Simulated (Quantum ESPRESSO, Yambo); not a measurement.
## Levels of theory for the gap of SrCaI4

SrCaI₄ (space group P2/m, No. 10): one geometry, one set of PBEsol (Quantum ESPRESSO, PseudoDojo norm-conserving, 70 Ry, scalar-relativistic) orbitals, self-energies from Yambo (2×2×1 Γ-centred k mesh, 373 bands and a 7 Ry block in the screening, 373 bands in G with the Bruneval-Gonze terminator, plasmon pole fitted at 27.2 eV).

Cell and atoms were relaxed with PBE+D3(BJ) from Materials Project entry mp-1101340, within its symmetry.

| level | gap Γ → Γ (eV) | rough Yambo cost |
|---|---|---|
| PBEsol (Quantum ESPRESSO) | 3.38 | – |
| exchange only (Hartree-Fock self-energy on PBEsol orbitals) | 10.78 | about 1/40 (8 states) |
| static COHSEX@PBEsol | 6.40 | within a factor of two (2 states) |
| G0W0@PBEsol, plasmon pole | 5.40 | 1 (8 states) |

Bare exchange has no screening and gives the widest gap; static COHSEX screens it but leaves out the frequency dependence, which G0W0 restores.

Costs are rough ratios of core time on shared machines.

Nearest settings tried, and what they do to the gap: 233 bands in G: -2 meV; 233 bands in W, 233 bands in G: -11 meV; 6 Ry block (439 vectors against 529): -31 meV; 1×2×1 mesh: -166 meV. So the settings aren't converged at that level. The k mesh is coarse.

Without spin-orbit coupling, band edges of such heavy elements can be off by tenths of an eV.

The structure is a Materials Project entry; no match was found in the copy of COD used, and its stability was not checked.
